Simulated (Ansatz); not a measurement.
BaHfO3 (cubic perovskite)

```
BaHfO3
1.0
    4.12122     0.00000     0.00000
    0.00000     4.12122     0.00000
    0.00000     0.00000     4.12122
Ba Hf O
1 1 3
Direct
  0.00000   0.00000   0.00000
  0.50000   0.50000   0.50000
  0.00000   0.50000   0.50000
  0.50000   0.50000   0.00000
  0.50000   0.00000   0.50000
```

The atoms are displaced by Q × the pattern below (from a DFPT mode at Γ, largest move 1; Q in Å), at fixed cell. It is one choice among 3 degenerate patterns.

| atom | x | y | z |
|---|---|---|---|
| O3 | 0.000 | 0.000 | -1.000 |
| O5 | 0.000 | 0.000 | 1.000 |

Atoms not listed stay in place.

These are LDA (plane waves to 420 eV, PAW, scalar-relativistic; Ansatz, a program for electronic structure) values and carry that method's errors. k mesh 8×8×8 (Γ-centred), Fermi-Dirac smearing 0.05 eV. E stands for the smeared free energy. BaHfO3 is run without spin polarisation. BaHfO3 was relaxed with its symmetry unable to fall. Spin-orbit coupling is left out, though Hf is heavy. ΔE is measured from the undisplaced structure.

Successive frames, forces in eV/Å:

```
frame        ΔE (meV/cell)               F on Ba1               F on Hf2                F on O3                F on O4                 F on O5
-----------  -------------  ---------------------  ---------------------  ---------------------  ---------------------  ----------------------
Q = 0.180 Å           77.6  (0.000, 0.000, 0.000)  (0.000, 0.000, 0.000)  (0.000, 0.000, 0.473)  (0.000, 0.000, 0.000)  (0.000, 0.000, -0.473)
Q = 0.150 Å           52.2  (0.000, 0.000, 0.000)  (0.000, 0.000, 0.000)  (0.000, 0.000, 0.374)  (0.000, 0.000, 0.000)  (0.000, 0.000, -0.374)
Q = 0.120 Å           32.5  (0.000, 0.000, 0.000)  (0.000, 0.000, 0.000)  (0.000, 0.000, 0.285)  (0.000, 0.000, 0.000)  (0.000, 0.000, -0.285)
Q = 0.090 Å           17.9  (0.000, 0.000, 0.000)  (0.000, 0.000, 0.000)  (0.000, 0.000, 0.205)  (0.000, 0.000, 0.000)  (0.000, 0.000, -0.205)
```

Q: What are the energy and the forces in the next frame, Q = 0.060 Å?

A: ΔE (meV/cell) = 7.8.

| atom | Fx | Fy | Fz |
|---|---|---|---|
| Ba1 | 0.000 | 0.000 | 0.000 |
| Hf2 | 0.000 | 0.000 | 0.000 |
| O3 | 0.000 | 0.000 | 0.132 |
| O4 | 0.000 | 0.000 | 0.000 |
| O5 | 0.000 | 0.000 | -0.132 |

(For displaced atoms, the force is minus the slope of the energy, and its curvature is a force constant, which sets phonon frequencies.)
